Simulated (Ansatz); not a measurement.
Here is the system:

ZnSnN₂:
Space group R-3m, hexagonal axes (No. 166); a = b = 3.1645 Å, c = 15.4063 Å, α = β = 90.00°, γ = 120.00°

```tsv
atom	site	symmetry	x	y	z
Zn	3a	-3m	0.0000	0.0000	0.0000
Sn	3b	-3m	0.0000	0.0000	0.5000
N	6c	3m	0.0000	0.0000	0.2472
```
(The calculation used a cell of 4 atoms; values per cell refer to that cell.)

This is the PBEsol-relaxed structure.

Question: All from PBEsol in the plane-wave PAW code Ansatz, unless another level is named. Estimate the highest zone-centre frequency (without LO–TO term).

Answer: 548 cm⁻¹.

Question: Predict the bulk modulus (Birch–Murnaghan fit).

Answer: 182 GPa.

The start of the workflow was typed in or built on a structure type; neither database checked (COD, Materials Project) lists it. Whether it is the stable phase at ambient conditions was not checked. The cell was relaxed with PBEsol under the symmetry of its start. At this level the phase is mechanically unstable. Its formation energy is positive at this level, so the cell may be metastable or incomplete. Scalar-relativistic: spin–orbit coupling is off unless named, which matters more the heavier the elements.

Potentials: the earlier of the program's two PAW sets. The files were generated under PBE; for other functionals the program regenerates the frozen cores, and for LDA and PBEsol the local potential too.
